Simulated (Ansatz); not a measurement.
LiCl:
```cif
data_ClLi
_chemical_formula_sum 'Li1 Cl1'
_space_group_name_H-M_alt 'P 1'
_space_group_IT_number 1
_cell_length_a 3.64155
_cell_length_b 3.64155
_cell_length_c 3.64155
_cell_angle_alpha 60.000
_cell_angle_beta 60.000
_cell_angle_gamma 60.000
loop_
_space_group_symop_operation_xyz
  'x, y, z'
loop_
_atom_site_label
_atom_site_type_symbol
_atom_site_fract_x
_atom_site_fract_y
_atom_site_fract_z
_atom_site_occupancy
Li1 Li 0.00000 0.00000 0.00000 1
Cl1 Cl 0.50000 0.50000 0.50000 1
```

Relaxed with PBE.

### Question
Decompose the optical modes at the zone centre into irreducible representations, and say which are infrared and Raman allowed.

### Answer
Point group m-3m: Γ_opt = T1u. Infrared: T1u. Raman: none.

### Question
Assign frequencies (DFPT, PBE (plane waves, PAW; program Ansatz); without the LO–TO term).

### Answer
T1u 167 cm⁻¹.

Space group Fm-3m (rock salt). The PBE relaxation kept the symmetry of its start; phonons on a q-mesh show no instability.

Potentials: the later of the program's two PAW sets.
